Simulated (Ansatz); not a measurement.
Fe2O3 (corundum, R-3c), DFT-r²SCAN in the program Ansatz with PAW potentials, all energies at zero smearing, with the estimated change up to a 700 eV cutoff added, with one set of potentials and settings (totals compare only within such a set). Cell of 10 atoms (4 Fe, 6 O): -21354.796 eV.

```
element                             reference phase  E (eV/atom)
-------  ------------------------------------------  -----------
Fe       Im-3m, 1 atoms in the cell, spin-polarised   -4485.8961
O         C2/m, 4 atoms in the cell, spin-polarised    -566.0281
```

Formation energy per atom, worked out: (-21354.796 − 4×(-4485.8961) − 6×(-566.0281))/10 = -1.504 eV/atom (-145 kJ per mol of atoms), at 0 K, without zero-point energy or fitted corrections.

Symmetry was held in the r²SCAN relaxation. Magnetic state: ferromagnetic, chosen from 2 collinear starts compared on coarse meshes (ties went to the first, and starts can fall back to one state), not a proven ground state. Textbook magnetic order: antiferromagnetic. The program gave a warning on the electronic state, which may not be the lowest. No Hubbard U is applied. The references are the lowest solids computed at this level, not always the standard phases (solids in place of the gases).

Potentials: the later of the program's two PAW sets.
